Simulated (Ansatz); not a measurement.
**Pt (simple cubic): energy against volume**

The calculation used DFT, BLYP, plane waves (420 eV) with PAW, scalar-relativistic in Ansatz 0.2.0. (PAW data from PBE, frozen cores regenerated.)

The cell is scaled uniformly from the relaxed one, with fractional coordinates and shape fixed. Energies are extrapolated to zero smearing, pressures are those at the given smearing. Magnetic state: spin not included.

A Birch-Murnaghan fit gives V₀ = 19.18 Å³/atom, B₀ = 152 GPa, B₀′ = 5.4.

Problem. What are the energy above the minimum and the pressure at 16.902 Å³/atom?

Solution. 168.4 meV/atom and 27.27 GPa as computed.

Problem. What are the energy above the minimum and the pressure at 19.975 Å³/atom?

Solution. 14.2 meV/atom and -5.28 GPa as computed.

Problem. What are the energy above the minimum and the pressure at 21.512 Å³/atom?

Solution. 104.9 meV/atom and -12.50 GPa as computed.
